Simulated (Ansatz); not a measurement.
CO on a (100) slab of Cu (Fm-3m (No. 225)), 4 planes, outer planes Cu (top) and Cu (bottom), 1 a cell of 25.4 Å², relaxed and still whole (its atoms last):

```xyz
18
Lattice="5.0394 0.0000 0.0000 0.0000 5.0394 0.0000 0.0000 0.0000 24.4951" Properties=species:S:1:pos:R:3 pbc="T T T"
Cu    1.2598    1.2598    8.0000
Cu    1.2598    3.7795    8.0000
Cu    3.7795    1.2598    8.0000
Cu    3.7795    3.7795    8.0000
Cu    2.5197    2.5197    9.7817
Cu    2.5197    0.0000    9.7817
Cu    0.0000    2.5197    9.7817
Cu    0.0000    0.0000    9.7817
Cu    3.7892    3.7892   11.5941
Cu    3.7892    1.2501   11.5941
Cu    1.2501    3.7892   11.5941
Cu    1.2501    1.2501   11.5941
Cu    0.0000    0.0000   13.4632
Cu    0.0000    2.5197   13.3543
Cu    2.5197    0.0000   13.3543
Cu    2.5197    2.5197   13.3188
C     0.0000    0.0000   15.2983
O     0.0000    0.0000   16.4481
```

Method: DFT PBE+D3(BJ), scalar-relativistic, plane waves, PAW in Ansatz 0.2.0. Settings: cutoff 420 eV, Γ-centred mesh 4×4×1 on the computed 18-atom cell, Gaussian smearing of 0.10 eV; no spin polarisation. A dipole correction removes the field between periodic images along c.

It binds with 1.12 eV a molecule against the clean slab and the free molecule (no zero-point or thermal terms); its shortest contact is C–Cu 1.83 Å. Take first-order desorption with no barrier to adsorption, no reaction on the face and an assumed prefactor of 10^13 s⁻¹.

**Question.** How long does a molecule stay at 300 K?

**Answer.** τ = ν⁻¹·exp(E/k_BT) with k_BT = 0.0259 eV: E/k_BT = 43.3, so τ ≈ 7×10^5 s. It outlasts a purge of seconds.

**Question.** Where does its peak lie in a desorption experiment heated at 1 K/s?

**Answer.** The peak obeys E/(k_B·T_p²) = (ν/β)·exp(−E/k_BT_p). Solving gives T_p ≈ 401 K (E/k_BT_p = 32.4). An error of 0.1 eV in E moves it by about 36 K, and larger molecules have larger prefactors, which lowers it.

**Question.** Is this physisorption or chemisorption?

**Answer.** The tightest contact, C–Cu 1.84 Å, is 0.88 times the sum of covalent radii, and deformation and lateral interaction add up to +0.03 eV. This is chemisorption.

The molecule may also break up before it leaves, which wasn't tried.